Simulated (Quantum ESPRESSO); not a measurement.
Mo4Se6S2, convergence and cost over cutoff and k mesh

Simulated, not a measurement. The program is pw.x of Quantum ESPRESSO 7.5 (plane-wave density functional theory). The cell is made up: 12 atoms on a layered 2H lattice, with randomly drawn elements, strain and displacements, not relaxed. PseudoDojo standard norm-conserving files (v0.5 for PBE, v0.4.1 for LDA and PBEsol) set the functional; there is no spin polarisation, spin-orbit coupling or dispersion term, and the masses in the input are unused placeholders.

Input of the run in row 4:

```
&control calculation='scf', pseudo_dir='./dojo.nc.sr.pbe.v0_5.standard.upf', outdir='./o', disk_io='medium', tprnfor=.true., tstress=.true. /
&system ibrav=0, nat=12, ntyp=3, nbnd=88, ecutwfc=85.99341389, nosym=.true., tot_charge=0,
 occupations='smearing', smearing='fd', degauss=0.0018374661
/
&electrons conv_thr=7.350e-09, electron_maxstep=60, /
ATOMIC_SPECIES
Mo 1.0 Mo.upf
S 1.0 S.upf
Se 1.0 Se.upf
CELL_PARAMETERS angstrom
3.1675 -0.0304 -0.0413
-0.0526 5.4664 0.0419
-0.1651 0.0966 13.0
ATOMIC_POSITIONS angstrom
Mo -0.057 1.8415 3.2845
Mo 1.4162 0.9737 9.7337
Mo 1.5129 4.6437 3.34
Mo -0.2053 3.7296 9.8388
Se -0.1415 1.8957 8.1856
Se -0.1706 1.9249 11.3882
Se 1.553 1.0086 1.717
Se 1.3766 0.9529 4.8864
Se 1.3161 4.5977 8.0836
S 1.5147 4.6176 11.5344
Se -0.1031 3.7181 1.6395
S -0.1769 3.6389 4.8409
K_POINTS automatic
7 4 2 1 1 1
```

The same cell was run at these settings. Meshes are shifted by half a step, and differences are from the last row, which is itself not exact.

```
cutoff (eV)     k mesh  k points solved  threshold (eV)  free energy less the last row's (eV)  pressure (GPa)  largest stress difference (GPa)  largest force difference (eV/Å)  iterations  wall time (s)  k-point pools                  processor
        819  2 x 2 x 2                4           1e-04                                 6.914          -44.81                            61.37                            0.605          12             40              4  Intel Xeon, 2023 or later
       1170  2 x 2 x 2                4           1e-07                                -1.521           13.67                             2.66                            0.606          18            358              1      AMD EPYC, Zen 5 class
        831  7 x 4 x 2               28           1e-07                                 6.742          -33.63                            48.69                            0.011          20           1231              1      AMD EPYC, Zen 5 class
       1170  7 x 4 x 2               28           1e-07                                 0.001           14.98                             0.02                            0.004          20           2328              1      AMD EPYC, Zen 5 class
       1467  9 x 6 x 4              108           1e-07                                 0.000           14.99                             0.00                            0.000          20           2659              4  Intel Xeon, 2023 or later
```

Each pool is one process. Wall times include start-up and a band step at six k points, which weighs most on the coarsest meshes. The runs were on shared virtual cores whose load varied, so times are rough.